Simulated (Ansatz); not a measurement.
Calculation for fcc Ag (110), 3 layers: DFT, PBE, all-electron LAPW, scalar-relativistic (Ansatz 0.2.0).

The slab is cut from a bulk crystal relaxed on PAW files (its atoms may have been relaxed since).

Command: `ansatz run input.yaml --threads 1 --pin off --max-ram 3584MiB --backend cpu --events-out ev --progress --plain --runs-dir out` It took 81 s on 1 thread of Intel(R) Xeon(R) 6975P-C (Granite Rapids) (shared host), peak memory 0.68 GiB.

```yaml
crystal:
  lattice:
    - [2.9333909037, 0.0, 0.0]
    - [0.0, 4.1484411997, 0.0]
    - [0.0, 0.0, 18.9334]
  atoms:
    - { symbol: Ag, position: [0.0, 0.0, 0.4225339637] }
    - { symbol: Ag, position: [0.5, 0.5, 0.5] }
    - { symbol: Ag, position: [0.0, 0.0, 0.5774660363] }
kpoints:
  mp_grid: { grid: [14, 10, 1] }
scf:
  occupations: { method: fermi_dirac, width: 0.08 }
hamiltonian:
  xc: pbe
  pseudopotentials: { kind: all_electron, lapw: { basis_error: 0.001 } }
output:
  forces: true
  stress: true
  eigenvalues: true
  populations: true
  dos: { projected: true, de: 0.2, e_range: [-14, 8] }
efield:
  axis: 3
  amplitude: 0
  dipole_correction: true
```

Output:

```
Ag: projections on atomic orbitals take those of the free atom 1s2 2s2 2p6 3s2 3p6 3d10 4s2 4p6 4d10 5s1, of charge +0.00 (hamiltonian.pseudopotentials.projection_atoms)
LAPW: plane waves up to 7.803 Å⁻¹, error target 1.0e-3 eV per atom; small_component_spin mean_spin; Ag in spheres of 1.467 Å, 19 of its electrons in bands, Dirac shells [] (how accurate: hamiltonian.pseudopotentials.lapw.basis_error, Limitations)
Engine: ansatz 0.2.0
Pseudopotentials: kind: all_electron
Pseudopotential: Ag, LAPW, valence charge 19, lapw/all_electron/scalar/gaussian/Ag, Koelling and Harmon's equation, gaussian nucleus
Functional definition: PBE
  parameter kappa = 0.804
  parameter beta = 0.06672455060314922
  exchange = pbe_x(kappa = kappa, mu = beta*pi^2/3)
  correlation = pbe_c(beta = beta)
Crystal: 3 atoms, lattice volume = 230.401 Å³
Basis set: ecut = 232.00690140181308 eV, 1847 PW (Γ), exchange–correlation at level 2
Bands: 35, of which v1, the nominal top of the filled ones, is band 29 counted from 1 (28 counted from 0)
Symmetry: 4 space group operations
k-points: 48 of 140
Non-local potential: Ag, projectors of the file, none
Initial density: superposition of atomic densities (neutral atoms: chi_scale 0, normalization atom)
Initial wavefunctions: plane waves of lowest kinetic energy (no species holds an atomic orbital)
Functional: x = pbe(κ = 0.804, μ = 0.2195149727645171), c = pbe(β = 0.06672455060314922)
iter 1 solved again at ethr=7.45e-4 eV; its pass at ethr=1.00e-1 eV (dr2=4.25e-1 eV) is discarded
SCF iter   1: F=—  HF=-433968.002304 eV  |F-HF|=—  |Δ(HF+E_count)|=         —  Δρ=9.06e-3  dr2=4.30e-1  ethr=7.45e-4  p=0.000 e·Å  D=3.00e-14 V/Å  ΔV_dip=-0.00 eV  dr2_dipole=1.08e-24  V_vac-E_F(+/−)=4.57/4.57 eV  ⟨swp⟩=2.7  Hψ=10886  notcnv=0
efield: sawtooth ramp at fractional position 0.9500 (placed from the atoms, in the widest stretch of the axis that holds none; the zero of the levels goes with the place), width 0.1000; the density the first Hamiltonian is built on has a dipole p = 0.000 e·Å; the dipole correction subtracts the counter field D = 6.34e-14 V/Å, which shifts the + side's vacuum level by -0.00 eV against the − side's; the planar-averaged density in the ramp window peaks in size at 3.5e-7 e/Å³
preconditioner: auto → LDOS  [metal: Δε(μ)=0.120 eV  Ē_g=7.899 eV  σ=0.080 eV  W_gap=0.35  n_scr=32 (ndim 8)  ℏωp=14.1 eV  f_vac=0.679  D(μ)=0.99/eV (n_scr^D=4)  β→1.0]
SCF iter   2: F=—  HF=-433968.638856 eV  |F-HF|=—  |Δ(HF+E_count)|=   6.37e-1  Δρ=8.18e-3  dr2=4.70e-1  ethr=7.45e-4  p=0.000 e·Å  D=1.14e-10 V/Å  ΔV_dip=-0.00 eV  dr2_dipole=8.97e-19  V_vac-E_F(+/−)=4.35/4.35 eV  ⟨swp⟩=3.2  Hψ=5981  notcnv=0
iter 3 solved again at ethr=6.42e-5 eV; its pass at ethr=7.45e-4 eV (dr2=3.66e-2 eV) is discarded
SCF iter   3: F=—  HF=-433967.618595 eV  |F-HF|=—  |Δ(HF+E_count)|=    1.02e0  Δρ=2.49e-3  dr2=3.64e-2  ethr=6.42e-5  p=-0.000 e·Å  D=-8.68e-8 V/Å  ΔV_dip=0.00 eV  dr2_dipole=5.32e-13  V_vac-E_F(+/−)=4.38/4.38 eV  ⟨swp⟩=2.0  Hψ=8603  notcnv=0
SCF iter   4: F=—  HF=-433967.538075 eV  |F-HF|=—  |Δ(HF+E_count)|=   8.05e-2  Δρ=3.78e-4  dr2=3.62e-4  ethr=6.38e-5  p=0.000 e·Å  D=1.72e-8 V/Å  ΔV_dip=-0.00 eV  dr2_dipole=3.59e-14  V_vac-E_F(+/−)=4.30/4.30 eV  ⟨swp⟩=3.0  Hψ=5443  notcnv=0
SCF iter   5: F=—  HF=-433967.538144 eV  |F-HF|=—  |Δ(HF+E_count)|=         —  Δρ=1.07e-4  dr2=3.98e-5  ethr=6.35e-7  p=-0.000 e·Å  D=-1.53e-8 V/Å  ΔV_dip=0.00 eV  dr2_dipole=1.39e-14  V_vac-E_F(+/−)=4.29/4.29 eV  ⟨swp⟩=3.0  Hψ=4856  notcnv=0
the basis was enlarged: its passes take 110.8 KiB over the memory plan, 1 of 1 planned eigensolver slots
SCF iter   6: F=—  HF=-433967.538066 eV  |F-HF|=—  |Δ(HF+E_count)|=   7.81e-5  Δρ=4.73e-5  dr2=7.14e-6  ethr=6.99e-8  p=-0.000 e·Å  D=-1.15e-9 V/Å  ΔV_dip=0.00 eV  dr2_dipole=3.26e-16  V_vac-E_F(+/−)=4.29/4.29 eV  ⟨swp⟩=3.0  Hψ=5204  notcnv=0
SCF iter   7: F=—  HF=-433967.538072 eV  |F-HF|=—  |Δ(HF+E_count)|=   6.05e-6  Δρ=1.19e-5  dr2=7.50e-7  ethr=1.25e-8  p=0.000 e·Å  D=1.48e-9 V/Å  ΔV_dip=-0.00 eV  dr2_dipole=6.82e-16  V_vac-E_F(+/−)=4.29/4.29 eV  ⟨swp⟩=3.0  Hψ=4977  notcnv=0
SCF iter   8: F=—  HF=-433967.538071 eV  |F-HF|=—  |Δ(HF+E_count)|=   6.80e-7  Δρ=5.14e-6  dr2=1.27e-7  ethr=1.32e-9  p=0.000 e·Å  D=8.90e-11 V/Å  ΔV_dip=-0.00 eV  dr2_dipole=8.22e-20  V_vac-E_F(+/−)=4.29/4.29 eV  ⟨swp⟩=3.0  Hψ=5129  notcnv=0
SCF iter   9: F=-433967.538071 eV  HF=-433967.538071 eV  |F-HF|=3.44e-8  |Δ(HF+E_count)|=   3.96e-8  Δρ=2.53e-6  dr2=1.52e-8  ethr=2.23e-10  p=-0.000 e·Å  D=-6.43e-11 V/Å  ΔV_dip=0.00 eV  dr2_dipole=2.27e-23  V_vac-E_F(+/−)=4.29/4.29 eV  ⟨swp⟩=3.0  Hψ=4861  notcnv=0
SCF 1 converged in 9 iterations: F = -433967.538071 eV  dr2 = 1.52e-8
SCF converged after 9 iterations
Free energy (F): -433967.538071 eV
Harris-Foulkes:  -433967.538071 eV  (|F-HF|=3.44e-8)
Internal energy: -433967.518874 eV  (E = F + TS)
E sigma→0 (E₀):  -433967.528473 eV
Entropy (-TS):   -0.019198 eV (-6.399 meV/atom)
Fermi energy:    0.846885 eV
Dipole field:    D = -0.000000 V/Å  (p = -0.000000 e·Å, saw-weighted, corrected)
Work function:   Φ+ = 4.2852 eV   Φ− = 4.2852 eV
Levels:          The Fermi level and band energies are counted from a zero that moves with the ramp; work functions are not
--- Per-component energies (eV) ---
  E_band       = -1618.080376
  E_kinetic    = 453736.904953
  E_xc         = -12197.383542
  E_efield     = 0.000000  (sawtooth field / dipole correction)
  E_electrostatic = -875507.040285  (all electrons and nuclei)
  E_smearing   = -0.019198  (= −TS)
  E_closure    = 0.000000  (closes the sum)
  E_atoms      = -433960.753642  (free atoms, spherical and without spin; not in F)
  Σ components = -433967.538071   (vs F -433967.538071, Δ=0.00e0)
  Basis errors (estimates in eV, not in F): energy 3.7e-4 per atom: plane waves 3.5e-4 (2.0e-4 summed), levels above the bands 1.9e-34, relativity 4.7e-8, radial functions 2.3e-5, core shells 3.1e-7; eigenvalues (radial functions only) 7.7e-7; not estimated: angular momenta, meshes, grids; target (lapw.basis_error) 1.0e-3; muffin-tin radii Ag 1.467 Å
--- Forces (eV/Å), atoms counted from 1 ---
  atom   1  Ag     0.00000000     0.00000000     0.23750089
  atom   2  Ag     0.00000000    -0.00000000    -0.00000000
  atom   3  Ag     0.00000000    -0.00000000    -0.23750089
  max |Σ_I F_I| component: 9.39e-10 eV/Å
--- Stress (GPa, compression-positive) ---
       -1.515418      -0.000000       0.000000
       -0.000000      -1.356818      -0.000000
        0.000000      -0.000000      -0.483936
  P = ⅓ Tr σ = -1.1187 GPa (-11.187 kbar)
--- Band table (eV; the first three rows and the last of 48) ---
  k-point 0: bands = ["-90.8888", "-90.6132", "-90.6111", "-54.3828", "-54.3468", "-54.3358", "-54.1046", "-54.0933", "-54.0889", "-54.0857", "-54.0843", "-54.0672", "-5.2203", "-4.7167", "-4.1173", "-4.0025", "-3.7248", "-3.3787", "-3.3038", "-3.2790", "-3.1617", "-2.8077", "-2.6555", "-2.5451", "-2.4536", "-2.3330", "-2.1813", "-1.9179", "-0.8996", "1.9994", "4.3853", "4.4996", "5.0495", "6.2983", "6.3997"]
  k-point 1: bands = ["-90.8888", "-90.6132", "-90.6111", "-54.3827", "-54.3472", "-54.3357", "-54.1043", "-54.0928", "-54.0895", "-54.0858", "-54.0843", "-54.0673", "-5.1559", "-4.6954", "-4.0910", "-4.0814", "-3.6755", "-3.3942", "-3.2912", "-3.2837", "-3.0740", "-2.8643", "-2.6442", "-2.5593", "-2.4122", "-2.3508", "-2.1637", "-1.9336", "-0.8321", "2.0701", "3.6309", "4.5713", "5.1410", "6.2762", "6.5023"]
  k-point 2: bands = ["-90.8887", "-90.6133", "-90.6111", "-54.3823", "-54.3483", "-54.3353", "-54.1035", "-54.0915", "-54.0909", "-54.0862", "-54.0843", "-54.0675", "-4.9963", "-4.6245", "-4.2375", "-3.9848", "-3.6004", "-3.3826", "-3.2945", "-3.2875", "-2.9725", "-2.8964", "-2.6160", "-2.5929", "-2.3815", "-2.3523", "-2.1092", "-1.9746", "-0.6100", "2.0972", "2.4498", "4.6472", "5.3961", "5.4867", "6.7429"]
  k-point 47: bands = ["-90.8840", "-90.6087", "-90.6064", "-54.4102", "-54.3766", "-54.3394", "-54.1556", "-54.1520", "-54.0982", "-54.0878", "-54.0861", "-54.0627", "-4.5507", "-4.1873", "-3.9649", "-3.9079", "-3.7352", "-3.5799", "-3.3341", "-3.1389", "-2.9903", "-2.6804", "-2.5254", "-2.4199", "-2.0039", "-1.9539", "-1.9468", "2.2003", "2.5296", "4.5932", "5.2168", "5.2740", "5.6130", "7.1466", "7.7006"]
--- Löwdin populations: 3 sites ---
  site symbol       q [e]
     0     Ag     46.9345
     1     Ag     46.8929
     2     Ag     46.9345
  spilling = 0.001689 (of n_electrons = 141.000000)
```

populations.tsv:

```
# site	symbol	l	j	q
# orbitals = lowdin
# n_electrons = 141.000000
# spilling = 0.001689
# projection_atom_Ag: 1s2 2s2 2p6 3s2 3p6 3d10 4s2 4p6 4d10 5s1
0	Ag	0_1S	-	2.000000
0	Ag	0_2S	-	1.999981
0	Ag	0_3S	-	1.999696
0	Ag	0_4S	-	1.995021
0	Ag	0_5S	-	1.023034
0	Ag	1_2P	-	6.000000
0	Ag	1_3P	-	5.999992
0	Ag	1_4P	-	5.998826
0	Ag	2_3D	-	9.999999
0	Ag	2_4D	-	9.917942
1	Ag	0_1S	-	1.999999
1	Ag	0_2S	-	1.999970
1	Ag	0_3S	-	1.999515
1	Ag	0_4S	-	1.992004
1	Ag	0_5S	-	1.015889
1	Ag	1_2P	-	6.000000
1	Ag	1_3P	-	5.999994
1	Ag	1_4P	-	5.998966
1	Ag	2_3D	-	9.999999
1	Ag	2_4D	-	9.886549
2	Ag	0_1S	-	2.000000
2	Ag	0_2S	-	1.999981
2	Ag	0_3S	-	1.999696
2	Ag	0_4S	-	1.995021
2	Ag	0_5S	-	1.023034
2	Ag	1_2P	-	6.000000
2	Ag	1_3P	-	5.999992
2	Ag	1_4P	-	5.998826
2	Ag	2_3D	-	9.999999
2	Ag	2_4D	-	9.917942
```

Next run (atoms relaxed), as changes to the input before:

```diff
   atoms:
-    - { symbol: Ag, position: [0.0, 0.0, 0.4225339637] }
-    - { symbol: Ag, position: [0.5, 0.5, 0.5] }
-    - { symbol: Ag, position: [0.0, 0.0, 0.5774660363] }
+    - { symbol: Ag, position: [0.0, 0.0, 0.4252793935] }
+    - { symbol: Ag, position: [0.5, 0.5, 0.5000000002] }
+    - { symbol: Ag, position: [0.0, 0.0, 0.5747206063] }
 kpoints:
   eigenvalues: true
-  populations: true
-  dos: { projected: true, de: 0.2, e_range: [-14, 8] }
+relax:
+  f_tol: 0.01
+  max_steps: 12
 efield:
```

Results part of the output:

```
SCF converged after 2 iterations
Free energy (F): -433967.551292 eV
Harris-Foulkes:  -433967.551292 eV  (|F-HF|=3.23e-8)
Internal energy: -433967.531309 eV  (E = F + TS)
E sigma→0 (E₀):  -433967.541301 eV
Entropy (-TS):   -0.019983 eV (-6.661 meV/atom)
Fermi energy:    0.849248 eV
Dipole field:    D = -0.000000 V/Å  (p = -0.000000 e·Å, saw-weighted, corrected)
Work function:   Φ+ = 4.2903 eV   Φ− = 4.2903 eV
Levels:          The Fermi level and band energies are counted from a zero that moves with the ramp; work functions are not
--- Per-component energies (eV) ---
  E_band       = -12242.558381
  E_kinetic    = 453738.466502
  E_xc         = -12197.695001
  E_efield     = 0.000000  (sawtooth field / dipole correction)
  E_electrostatic = -875508.302809  (all electrons and nuclei)
  E_smearing   = -0.019983  (= −TS)
[... lines left out ...]
  max |Σ_I F_I| component: 1.66e-8 eV/Å
--- Stress (GPa, compression-positive) ---
       -1.306624      -0.000000       0.000000
       -0.000000      -0.960793      -0.000000
        0.000000      -0.000000      -0.011935
  P = ⅓ Tr σ = -0.7598 GPa (-7.598 kbar)
--- Band table (eV; the first three rows and the last of 48) ---
  k-point 0: bands = ["-354.2569", "-354.2485", "-354.2478", "-354.2451", "-354.2440", "-353.9519", "-353.9519", "-353.9487", "-353.9487", "-353.9480", "-353.9480", "-353.9476", "-353.9476", "-353.9459", "-353.9459", "-90.9333", "-90.6646", "-90.6609", "-54.4323", "-54.3889", "-54.3800", "-54.1678", "-54.1422", "-54.1374", "-54.1344", "-54.1319", "-54.1113", "-5.3564", "-4.8220", "-4.2122", "-4.0309", "-3.7460", "-3.5055", "-3.4028", "-3.3216", "-3.1933", "-2.8422", "-2.7614", "-2.6191", "-2.5003", "-2.3705", "-2.1990", "-1.9063", "-0.8289", "2.0815", "4.2973", "4.5874", "5.0627", "6.3819", "6.4078", "8.1252", "8.3679", "8.6577"]
  k-point 1: bands = ["-354.2569", "-354.2485", "-354.2478", "-354.2451", "-354.2440", "-353.9519", "-353.9519", "-353.9487", "-353.9487", "-353.9480", "-353.9480", "-353.9476", "-353.9476", "-353.9459", "-353.9459", "-90.9333", "-90.6646", "-90.6609", "-54.4321", "-54.3894", "-54.3798", "-54.1673", "-54.1416", "-54.1382", "-54.1346", "-54.1319", "-54.1114", "-5.2920", "-4.7998", "-4.1778", "-4.1285", "-3.7008", "-3.5183", "-3.4068", "-3.3132", "-3.0906", "-2.9096", "-2.7476", "-2.6307", "-2.4456", "-2.3839", "-2.1831", "-1.9260", "-0.7645", "2.1506", "3.5523", "4.6583", "5.1530", "6.3521", "6.5070", "7.2218", "8.9437", "9.0130"]
  k-point 2: bands = ["-354.2569", "-354.2485", "-354.2478", "-354.2451", "-354.2440", "-353.9519", "-353.9519", "-353.9487", "-353.9487", "-353.9480", "-353.9480", "-353.9476", "-353.9476", "-353.9459", "-353.9459", "-90.9332", "-90.6646", "-90.6609", "-54.4316", "-54.3908", "-54.3794", "-54.1660", "-54.1403", "-54.1400", "-54.1351", "-54.1318", "-54.1117", "-5.1314", "-4.7272", "-4.2903", "-4.0854", "-3.6332", "-3.5131", "-3.4159", "-3.3087", "-3.0319", "-2.8908", "-2.7117", "-2.6555", "-2.3975", "-2.3685", "-2.1297", "-1.9784", "-0.5510", "2.0871", "2.4602", "4.7334", "5.4074", "5.5260", "6.7443", "6.9509", "8.7318", "9.3395"]
  k-point 47: bands = ["-354.2569", "-354.2485", "-354.2478", "-354.2451", "-354.2440", "-353.9519", "-353.9519", "-353.9487", "-353.9487", "-353.9480", "-353.9480", "-353.9476", "-353.9476", "-353.9459", "-353.9459", "-90.9285", "-90.6601", "-90.6562", "-54.4555", "-54.4259", "-54.3815", "-54.2030", "-54.1993", "-54.1614", "-54.1366", "-54.1353", "-54.1069", "-4.6688", "-4.2947", "-4.0404", "-3.9905", "-3.7396", "-3.6220", "-3.4596", "-3.2977", "-3.0415", "-2.7277", "-2.5517", "-2.4470", "-2.0271", "-1.9862", "-1.9360", "2.1089", "2.4568", "4.5702", "5.2473", "5.3732", "5.6332", "7.2273", "7.7334", "7.7406", "9.8649", "10.0099"]
--- Relaxed structure (2 steps of the walk, 2 accepted, 0 SCFs on fresh bases) ---
  F+E_penalty+E_count = -433967.55129230 eV   max|allowed force component| = 6.390e-3 eV/Å
  atoms:
    - { symbol: Ag, position: [0.0, 0.0, 0.4252793935] }
    - { symbol: Ag, position: [0.49999999999999994, 0.4999999999999999, 0.5000000002] }
    - { symbol: Ag, position: [0.0, 0.0, 0.5747206063] }
```

Next run (field of 0.3 V/Å along the normal), as changes to the input before:

```diff
   eigenvalues: true
-relax:
-  f_tol: 0.01
-  max_steps: 12
 efield:
   axis: 3
-  amplitude: 0
+  amplitude: 0.3
   dipole_correction: true
```

Command: `ansatz run input.yaml --threads 1 --pin off --max-ram 3584MiB --backend cpu --events-out ev --progress --plain --runs-dir out` It took 84 s on 1 thread of Intel(R) Xeon(R) 6975P-C (Granite Rapids), on a shared host, peak memory 0.71 GiB.

Results part of the output:

```
SCF 1 converged in 9 iterations: F = -433967.568768 eV  dr2 = 1.18e-8
SCF converged after 9 iterations
Free energy (F): -433967.568768 eV
Harris-Foulkes:  -433967.568767 eV  (|F-HF|=2.56e-8)
Internal energy: -433967.548786 eV  (E = F + TS)
E sigma→0 (E₀):  -433967.558777 eV
Entropy (-TS):   -0.019981 eV (-6.660 meV/atom)
Fermi energy:    0.840439 eV
Dipole field:    D = 0.090620 V/Å  (p = 0.115384 e·Å, saw-weighted, corrected)
Work function:   not extracted (applied field tilts the vacuum); planar V_es + V_field profile in the machine report
Levels:          The Fermi level and band energies are counted from a zero that moves with the ramp; work functions are not
--- Per-component energies (eV) ---
  E_band       = -1621.592620
  E_kinetic    = 453738.447680
  E_xc         = -12197.691638
  E_efield     = -0.029387  (sawtooth field / dipole correction)
  E_electrostatic = -875508.275440  (all electrons and nuclei)
  E_smearing   = -0.019981  (= −TS)
  E_closure    = 0.000000  (closes the sum)
  E_atoms      = -433960.753642  (free atoms, spherical and without spin; not in F)
  Σ components = -433967.568768   (vs F -433967.568768, Δ=0.00e0)
  Basis errors (estimates in eV, not in F): energy 3.9e-4 per atom: plane waves 3.6e-4 (2.1e-4 summed), levels above the bands 5.0e-36, relativity 3.2e-8, radial functions 1.9e-5, core shells 8.6e-7; eigenvalues (radial functions only) 3.6e-7; not estimated: angular momenta, meshes, grids; target (lapw.basis_error) 1.0e-3; muffin-tin radii Ag 1.415 Å
--- Forces (eV/Å), atoms counted from 1 ---
  atom   1  Ag     0.00000000     0.00000000     0.00726756
  atom   2  Ag     0.00000000    -0.00000000    -0.00647639
  atom   3  Ag     0.00000000    -0.00000000    -0.00078508
  max |Σ_I F_I| component: 6.09e-6 eV/Å
--- Stress (GPa, compression-positive) ---
       -1.294828      -0.000000       0.000000
       -0.000000      -0.950149      -0.000000
        0.000000      -0.000000      -0.007253
  P = ⅓ Tr σ = -0.7507 GPa (-7.507 kbar)
--- Band table (eV; the first three rows and the last of 48) ---
  k-point 0: bands = ["-90.9422", "-90.6814", "-90.6609", "-54.4412", "-54.3978", "-54.3889", "-54.1782", "-54.1576", "-54.1502", "-54.1389", "-54.1331", "-54.1176", "-5.3650", "-4.8307", "-4.2206", "-4.0392", "-3.7548", "-3.5138", "-3.4116", "-3.3303", "-3.2015", "-2.8511", "-2.7696", "-2.6278", "-2.5088", "-2.3788", "-2.2072", "-1.9149", "-0.8381", "2.0600", "4.0715", "4.2890", "5.0085", "6.2421", "6.7437"]
  k-point 1: bands = ["-90.9422", "-90.6814", "-90.6609", "-54.4410", "-54.3983", "-54.3888", "-54.1778", "-54.1575", "-54.1503", "-54.1392", "-54.1332", "-54.1177", "-5.3006", "-4.8085", "-4.1865", "-4.1367", "-3.7096", "-3.5265", "-3.4156", "-3.3218", "-3.0989", "-2.9184", "-2.7559", "-2.6393", "-2.4541", "-2.3922", "-2.1914", "-1.9346", "-0.7737", "2.1296", "3.5412", "4.1595", "5.0732", "6.3276", "6.6642"]
  k-point 2: bands = ["-90.9422", "-90.6814", "-90.6609", "-54.4405", "-54.3997", "-54.3883", "-54.1765", "-54.1576", "-54.1505", "-54.1396", "-54.1333", "-54.1179", "-5.1400", "-4.7359", "-4.2989", "-4.0937", "-3.6419", "-3.5214", "-3.4246", "-3.3173", "-3.0406", "-2.8990", "-2.7202", "-2.6641", "-2.4058", "-2.3769", "-2.1382", "-1.9870", "-0.5602", "2.0774", "2.4401", "4.3863", "5.0090", "5.7444", "6.5967"]
  k-point 47: bands = ["-90.9374", "-90.6769", "-90.6564", "-54.4644", "-54.4348", "-54.3904", "-54.2181", "-54.2012", "-54.1719", "-54.1536", "-54.1354", "-54.1132", "-4.6775", "-4.3032", "-4.0488", "-3.9992", "-3.7481", "-3.6303", "-3.4680", "-3.3062", "-3.0503", "-2.7360", "-2.5600", "-2.4552", "-2.0360", "-1.9956", "-1.9433", "2.1007", "2.4484", "4.5609", "5.2387", "5.3650", "5.6237", "7.2162", "7.7223"]
```
